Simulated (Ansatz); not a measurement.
BaHfO₃:
```
BaHfO3
1.0
    4.17718     0.00000     0.00000
    0.00000     4.17718     0.00000
    0.00000     0.00000     4.17718
Ba Hf O
1 1 3
Direct
  0.00000   0.00000   0.00000
  0.50000   0.50000   0.50000
  0.00000   0.50000   0.50000
  0.50000   0.50000   0.00000
  0.50000   0.00000   0.50000
```

Relaxed with r²SCAN.

Q: Map the electron localisation function on the plane through (0.000, 0.000, 0.000) spanned by u = [1, 0, 0] and v = [0, 1, 1] in lattice vectors, from the program Ansatz at the r²SCAN level (PAW).

A: x is the fraction of u, y of v (the angle between them is 90°; rows are the nearest grid lines); atoms in the plane: Ba at (0.00, 0.00), Hf at (0.50, 0.50), O at (0.00, 0.50).
```
|0018998400000048998100|
|0038998300000038998300|
|7899984100000014899987|
|9999861000000001689999|
|9998620000000000268999|
|2210000000000000000122|
|0000000000000000000000|
|2211000000000000001122|
|6654200011221100024566|
|9998511478998741158999|
|8899612689999862169988|
|4689723799999973279864|
|4689723799999973279864|
|8899612689999862169988|
|9998511478998741158999|
|6654200011221100024566|
|2211000000000000001122|
|0000000000000000000000|
|2210000000000000000122|
|9998620000000000268999|
|9999861000000001689999|
|7899984100000014899987|
|0038998300000038998300|
|0018998400000048998100|
```
Scale: ten equal steps from 0.000 (start of '0') to 0.880 (end of '9'), in the order '0123456789'; x runs from 0.000 to 1.00, y from 0.000 (bottom) to 1.00 (top).

The density is the valence pseudo-density with augmentation charge, so density and ELF within about 1 Å of a nucleus are not all-electron values.

Space group Pm-3m (cubic perovskite). The r²SCAN relaxation kept the symmetry of its start; phonons on a q-mesh show no instability. No spin polarisation was allowed. Scalar-relativistic: spin–orbit coupling is off unless named, which matters more the heavier the elements.

Potentials: the later of the program's two PAW sets.
